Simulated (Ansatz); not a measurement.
Ag2S:
```yaml
crystal:
  lattice:
    - [2.32188, -3.38191, 0.00000]
    - [2.32188, 3.38191, 0.00000]
    - [0.00000, 0.00000, 6.97644]
  atoms:
    - { symbol: Ag, position: [0.50000, 0.50000, 0.50000] }
    - { symbol: Ag, position: [0.50000, 0.50000, 0.00000] }
    - { symbol: Ag, position: [0.87686, 0.12314, 0.25000] }
    - { symbol: Ag, position: [0.12314, 0.87686, 0.75000] }
    - { symbol: S, position: [0.73917, 0.26083, 0.75000] }
    - { symbol: S, position: [0.26083, 0.73917, 0.25000] }
```

Relaxed with LDA. Special points in fractions of this cell's reciprocal vectors: Γ (0.000, 0.000, 0.000); Y (-0.500, 0.500, 0.000); C0 (-0.368, 0.632, 0.000); Σ0 (0.368, 0.368, 0.000); Z (0.000, 0.000, 0.500); A0 (0.368, 0.368, 0.500); E0 (-0.368, 0.632, 0.500); T (-0.500, 0.500, 0.500); S (0.000, 0.500, 0.000); R (0.000, 0.500, 0.500).

Q: List the band energies nearest the valence-band maximum at these points for LDA (plane waves, PAW; program Ansatz).

A: In eV from the valence-band maximum; about four levels below and three above (degenerate sets whole), none deeper than 8.9 eV; points with the same levels are listed once.

| k | below | above |
|---|---|---|
| Γ | -1.31 -1.07 -0.69 -0.17 | 0.62 1.46 4.50 |
| Y | -2.49 -2.37 -0.87 -0.37 | 0.92 1.93 2.19 |
| C0 | -2.04 -1.91 -1.72 -0.39 | 1.97 3.14 3.51 |
| Z | -0.60 -0.60 -0.34 -0.34 | 1.71 1.71 4.15 4.15 |
| A0 | -2.03 -2.03 -0.72 -0.72 | 3.24 3.24 3.83 3.83 |
| T | -1.60 -1.60 -1.47 -1.47 | 2.20 2.20 3.72 3.72 |
| S | -2.10 -1.67 -0.60 0.00 | 2.40 2.45 3.30 |
| R | -1.39 -1.39 -0.22 -0.22 | 1.21 1.21 4.50 4.50 |

Space group Cmcm. The first step of the workflow began from a Materials Project structure, measured or hypothetical; the Crystallography Open Database copy checked does not list it. COD files the formula under space group No. 4, 14, so this cell is another polymorph or a model. Its standing as an ambient phase is unchecked. Symmetry was held in the LDA relaxation; phonons on a q-mesh show no instability. The run is not spin-polarised. Scalar-relativistic: spin–orbit coupling is off unless named, which matters more the heavier the elements.

Potentials: the later of the program's two PAW sets.
